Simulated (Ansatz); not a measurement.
Total density of states per atom from the program Ansatz at the PBE level (PAW), in 0.25 eV bins, energy from the valence-band maximum:

(E (eV), states/eV/atom): (-7.85, 0.30); (-7.60, 0.22); (-7.35, 0.22); (-7.10, 0.21); (-6.85, 0.24); (-6.60, 0.27); (-6.35, 0.29); (-6.10, 0.29); (-5.85, 0.33); (-5.60, 0.34); (-5.35, 0.31); (-5.10, 0.35); (-4.85, 0.42); (-4.60, 0.45); (-4.35, 0.40); (-4.10, 0.41); (-3.85, 0.45); (-3.60, 0.47); (-3.35, 0.44); (-3.10, 0.42); (-2.85, 0.45); (-2.60, 0.48); (-2.35, 0.43); (-2.10, 0.38); (-1.85, 0.30); (-1.60, 0.24); (-1.35, 0.19); (-1.10, 0.16); (-0.85, 0.13); (-0.60, 0.10); (-0.35, 0.07); (-0.10, 0.02); (0.15, 0.00); (0.40, 0.00); (0.65, 0.00); (0.90, 0.00); (1.15, 0.00); (1.40, 0.00); (1.65, 0.00); (1.90, 0.00); (2.15, 0.00); (2.40, 0.00); (2.65, 0.00); (2.90, 0.00); (3.15, 0.00); (3.40, 0.00); (3.65, 0.00); (3.90, 0.00); (4.15, 0.00); (4.40, 0.00); (4.65, 0.00); (4.90, 0.00); (5.15, 0.00); (5.40, 0.04); (5.65, 0.07); (5.90, 0.07); (6.15, 0.08); (6.40, 0.09); (6.65, 0.10); (6.90, 0.14); (7.15, 0.18); (7.40, 0.21); (7.65, 0.24); (7.90, 0.25); (8.15, 0.28); (8.40, 0.31); (8.65, 0.30); (8.90, 0.22); (9.15, 0.23); (9.40, 0.44); (9.65, 0.37); (9.90, 0.40)

Q: Which compound is it?
(A) BN, P6_3mc (Pearson symbol hP12)
(B) Y2N, anti-CdI2 type
(C) YN, rock salt
(D) CrN2, Pnnm (Cr on 2a, N on 4g)

A: A, BN, P6_3mc (Pearson symbol hP12). Top 1 eV of the valence band: N 2p 84 %, B 2p 14 %. Bottom 1 eV of the conduction band: B 2p 53 %, N 2s 27 %, N 2p 7 %, outside the projected shells 10 %. Projections are on Löwdin-orthogonalised atomic valence shells; empty p or d shells of many metals are not among them.

A made-up cell: these elements were put on the sites of a structure type. Its sites differ from those of the usual phase in this space group: another stacking or structure type. Symmetry was held in the PBE relaxation; its stability against distortions is not shown here.

Potentials: the later of the program's two PAW sets.
